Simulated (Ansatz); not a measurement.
Relaxed-ion elastic tensor of GaNi (CsCl type, Pm-3m) in GPa (Voigt order), plane-wave PAW r²SCAN (Ansatz code); density 8.94 g/cm³, 11.93 Å³ per atom.

|  | 1 | 2 | 3 | 4 | 5 | 6 |
|---|---|---|---|---|---|---|
| 1 | 198 | 164 | 164 | 0.0 | 0.0 | 0.0 |
| 2 | 164 | 198 | 164 | 0.0 | 0.0 | 0.0 |
| 3 | 164 | 164 | 198 | 0.0 | 0.0 | 0.0 |
| 4 | 0.0 | 0.0 | 0.0 | 97.7 | 0.0 | 0.0 |
| 5 | 0.0 | 0.0 | 0.0 | 0.0 | 97.7 | 0.0 |
| 6 | 0.0 | 0.0 | 0.0 | 0.0 | 0.0 | 97.7 |

Question: Is the crystal mechanically stable?

Answer: Yes: the smallest eigenvalue of C is 33.9 GPa.

Question: Work out the Voigt, Reuss and Hill averages.

Answer: K_V = 176, K_R = 176, K_H = 176; G_V = 65.4, G_R = 33.6, G_H = 49.5 GPa.

Question: Give Young's modulus, Poisson's ratio, Pugh's ratio and the universal anisotropy index.

Answer: E = 9KG/(3K + G) = 136 GPa; ν = 0.37; K/G = 3.54 (ductile by the Pugh limit of 1.75); A_U = 5G_V/G_R + K_V/K_R − 6 = 4.72.

Question: Estimate the sound speeds and the Debye temperature.

Answer: v_l = √((K + 4G/3)/ρ) = 5200 m/s, v_t = √(G/ρ) = 2350 m/s, mean 2650 m/s; Θ = (h/k)(3n/4πV)^(1/3) v_m = 346 K.

Question: Give the Zener ratio and Young's modulus along [100], [110] and [111].

Answer: A = 2C44/(C11 − C12) = 5.76; 1/E = S11 − 2(S11 − S12 − S44/2)Γ with Γ = 0, 1/4, 1/3 gives 49.3, 123, 247 GPa.

Question: Solve the Christoffel equation for the three sound speeds along [100], [110], [111].

Answer: Eigenvalues of C_ijkl n_j n_l equal ρv². In km/s, slowest first: [100] 3.31, 3.31, 4.71; [110] 1.38, 3.31, 5.59; [111] 2.22, 2.22, 5.85.

A made-up cell: these elements were put on the sites of a structure type; the Crystallography Open Database files this formula in space group No. 221, but the cells were not matched. Whether it is the stable phase at ambient conditions was not checked. The r²SCAN relaxation kept the symmetry of its start; whether a distortion lowers the energy is not shown. The workflow began spin-polarised and lost its moments. As this level gives no gap, shear constants depend on the k-mesh and smearing (Fermi–Dirac, 0.1 eV here).

Potentials: the earlier of the program's two PAW sets.
